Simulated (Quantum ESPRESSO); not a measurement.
## Kohn-Sham bands of AlNi (CsCl type)

```yaml
crystal:
  lattice:
    - [2.85971, 0.00000, 0.00000]
    - [0.00000, 2.85971, 0.00000]
    - [0.00000, 0.00000, 2.85971]
  atoms:
    - { symbol: Al, position: [0.50000, 0.50000, 0.50000] }
    - { symbol: Ni, position: [0.00000, 0.00000, 0.00000] }
```

Structure: Materials Project mp-1487, symmetrised, not relaxed again. COD (Crystallography Open Database) has an entry of this formula and space group (matched by these alone). Level: PBEsol, no spin polarisation, no spin-orbit coupling; pw.x of Quantum ESPRESSO at 79 Ry with PseudoDojo potentials, 10×10×10 k-points, Wannier90. Density: 14×14×14 mesh, cold smearing 0.01 Ry. A non-magnetic state is assumed; magnetic ones were not tried.

Task: List the Kohn-Sham levels between −8 and 3.0 eV relative to the Fermi level at the high-symmetry points, as a band run of pw.x on that density gives them (levels within 2 meV counted together).

Result: 
```csv
point,k (reciprocal lattice),levels (eV)
Γ,0.000 0.000 0.000,"-3.32 (×2), -1.56 (×3)"
X,0.000 0.500 0.000,"-6.98, -6.91, -2.83, -2.29 (×2), -1.47, -0.63"
M,0.500 0.500 0.000,"-5.39, -3.46, -2.93 (×2), -2.11 (×2), -1.00, 1.52, 2.64"
R,0.500 0.500 0.500,"-4.19 (×3), -0.97 (×2), 1.98 (×3)"
```
